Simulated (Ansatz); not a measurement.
KBr (rock salt)

```yaml
crystal:
  lattice:
    - [0.00000, 6.70523, 6.70523]
    - [3.35261, 3.35261, 6.70523]
    - [3.35261, 3.35261, 0.00000]
  atoms:
    - { symbol: Br, position: [0.00000, 0.00000, 0.00000] }
    - { symbol: Br, position: [0.50000, 0.00000, 0.00000] }
    - { symbol: K, position: [0.00000, 0.50000, 0.50000] }
    - { symbol: K, position: [0.50000, 0.50000, 0.50000] }
```

A phonon eigenvector at X = (0.5, 0.5, 0.0) is frozen into this cell: atom i moves by Q times the vector below, so Q is the largest atomic displacement, in Å. The cell is held. It is one choice among 2 degenerate patterns. (q is in reciprocal vectors of the primitive cell; the cell shown is doubled to hold the pattern.)

| atom | x | y | z |
|---|---|---|---|
| Br1 | 0.000 | -0.439 | 0.000 |
| Br2 | 0.000 | 0.439 | 0.000 |
| K3 | 0.000 | -1.000 | 0.000 |
| K4 | 0.000 | 1.000 | 0.000 |

Calculation: PBE (plane waves to 420 eV, PAW, scalar-relativistic; Ansatz, a quantum-chemistry and plane-wave program). k mesh 9×9×9 (Γ-centred), Fermi-Dirac smearing 0.05 eV. The energy includes the smearing's −TS. Stress and pressure are positive under compression. KBr was relaxed with its symmetry unable to fall. ΔE is measured from the undisplaced structure.

Task: What ΔE (meV/cell) and P (GPa) does the calculation give at Q (Å) = -0.180, -0.150, 0.030, 0.060, 0.150, 0.180?

Result: 
```json
[
 {"Q (Å)": "-0.180", "ΔE (meV/cell)": "77.5", "P (GPa)": "0.36"},
 {"Q (Å)": "-0.150", "ΔE (meV/cell)": "52.3", "P (GPa)": "0.25"},
 {"Q (Å)": "0.030", "ΔE (meV/cell)": "2.0", "P (GPa)": "0.01"},
 {"Q (Å)": "0.060", "ΔE (meV/cell)": "7.9", "P (GPa)": "0.04"},
 {"Q (Å)": "0.150", "ΔE (meV/cell)": "52.3", "P (GPa)": "0.25"},
 {"Q (Å)": "0.180", "ΔE (meV/cell)": "77.5", "P (GPa)": "0.36"}
]
```

(For displaced atoms, the force is minus the slope of the energy, and its curvature is a force constant, which sets phonon frequencies.)
